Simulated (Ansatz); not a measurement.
One stationary structure of AlN. Space group P6₃/mmc (No. 194), NiAs type. All values below come from PBEsol (plane waves to 420 eV, PAW, scalar-relativistic; Ansatz, a first-principles code).

Space group P6₃/mmc (No. 194); a = 2.836 Å, b = 2.836 Å, c = 4.856 Å, α = 90.00°, β = 90.00°, γ = 120.00°

```json
[
 {"atom": "Al", "site": "2a", "symmetry": "-3m.", "x": "0.0000", "y": "0.0000", "z": "0.0000"},
 {"atom": "N", "site": "2c", "symmetry": "-6m2", "x": "0.3333", "y": "0.6667", "z": "0.2500"}
]
```

For AlN, the volume per atom comes out as 8.46 Å³ and the band gap comes out as 4.76 eV, indirect (valence top at Γ, conduction bottom at 38 % of the way from L to M) (no spin-orbit coupling). The smallest direct gap is 5.06 eV at Γ, the shortest distances is Al–N 2.04 Å; Al–Al 2.43 Å; N–N 2.84 Å and the k-mesh is 13×13×7.

Band energies at high-symmetry points (eV from the VBM; labels of this space group; no spin-orbit coupling), from −5 eV up to 6.2 eV:

| point | energies |
|---|---|
| Γ | -0.86 -0.86 -0.59 0.00 0.00 5.06 |
| M | -3.10 -2.57 -1.11 5.22 |
| K | -4.96 -4.96 -4.72 -3.84 -3.84 5.17 |
| A | -4.95 -4.95 -0.44 -0.44 -0.44 -0.44 |
| L | -2.70 -2.70 -1.92 -1.92 5.50 5.50 |
| H | -1.64 -1.64 |

No spin polarisation in the result.

The run could not lose the symmetry of its start.

The first start was generated by a random draw of sites in a space group. Materials Project lists a structure of AlN in the same space group, P6₃/mmc (No. 194); the sites were not compared with it, nor with measured phases. Known forms of AlN include space group No. 186, 216.
